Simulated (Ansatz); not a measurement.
Geometry optimisation in Ansatz: input, command and trajectory.

```yaml
crystal:
  lattice:
    - [1.698763117, -2.39517185, 0.0]
    - [1.698763117, 2.39517185, 0.0]
    - [0.0, 0.0, 8.9590301108]
  atoms:
    - { symbol: Ta, position: [0.5, 0.5, 0.7650758279] }
    - { symbol: Ta, position: [0.0, 0.0, 0.5] }
    - { symbol: Ta, position: [0.5, 0.5, 0.2349241721] }
    - { symbol: Ru, position: [0.0, 0.0, 0.0] }
basis:
  ecutwfc: 420
kpoints:
  mp_grid: { grid: [16, 16, 6] }
hamiltonian:
  xc: pbesol
scf:
  occupations: { method: gaussian, width: 0.1 }
output:
  forces: true
  stress: true
  eigenvalues: true
relax:
  adjacent_minimum: "off"
  f_tol: 0.01
  max_steps: 30
  cell: { stress_tol: 0.1, fix: [volume] }
```

```bash
ansatz run input.yaml --threads 1 --pin off --max-ram 2560MiB --backend cpu --events-out ev --progress --plain --runs-dir out
```

Computed with Ansatz 0.2.0, DFT PBEsol, scalar-relativistic, plane waves, PAW.

The volume is held at 1.1 times that of the relaxed cell.

Of 4 frames 3 are shown, positions in Å and forces in eV/Å; the SCF threshold varies from step to step. Steps run on the plane waves of an earlier cell, with a Pulay correction in the pressure. The basis is chosen afresh for the last frame, the zero of the energies, and at times for earlier ones too; energy and pressure step there, also at an unchanged geometry.

```xyz
4
Lattice="1.6988 -2.3952 0.0000 1.6988 2.3952 0.0000 0.0000 0.0000 8.9590" Properties=species:S:1:pos:R:3:forces:R:3 pbc="T T T" step=1 free_energy_over_end_meV_per_atom=0.50 pressure_GPa=-18.20
Ta    1.6988    0.0000    6.8543    0.0000    0.0000    0.0920
Ta    0.0000    0.0000    4.4795    0.0000    0.0000    0.0000
Ta    1.6988    0.0000    2.1047    0.0000    0.0000   -0.0920
Ru    0.0000    0.0000    0.0000    0.0000    0.0000    0.0000
4
Lattice="1.7037 -2.3995 0.0000 1.7037 2.3995 0.0000 0.0000 0.0000 8.9167" Properties=species:S:1:pos:R:3:forces:R:3 pbc="T T T" step=2 free_energy_over_end_meV_per_atom=0.34 pressure_GPa=-17.88
Ta    1.7037    0.0000    6.8415    0.0000    0.0000   -0.1007
Ta    0.0000    0.0000    4.4584    0.0000    0.0000    0.0000
Ta    1.7037    0.0000    2.0752    0.0000    0.0000    0.1007
Ru    0.0000    0.0000    0.0000    0.0000    0.0000    0.0000
4
Lattice="1.7087 -2.3957 0.0000 1.7087 2.3957 0.0000 0.0000 0.0000 8.9047" Properties=species:S:1:pos:R:3:forces:R:3 pbc="T T T" step=4 free_energy_over_end_meV_per_atom=0.00 pressure_GPa=-17.98
Ta    1.7087    0.0000    6.8236    0.0000    0.0000   -0.0045
Ta    0.0000    0.0000    4.4523    0.0000    0.0000    0.0000
Ta    1.7087    0.0000    2.0811    0.0000    0.0000    0.0045
Ru    0.0000    0.0000    0.0000    0.0000    0.0000    0.0000
```

The run took 110 s on 1 thread of Arm Neoverse V2, on a shared host, peak memory 0.74 GiB.

Spin–orbit coupling is left out, which can shift energies with elements as heavy as these.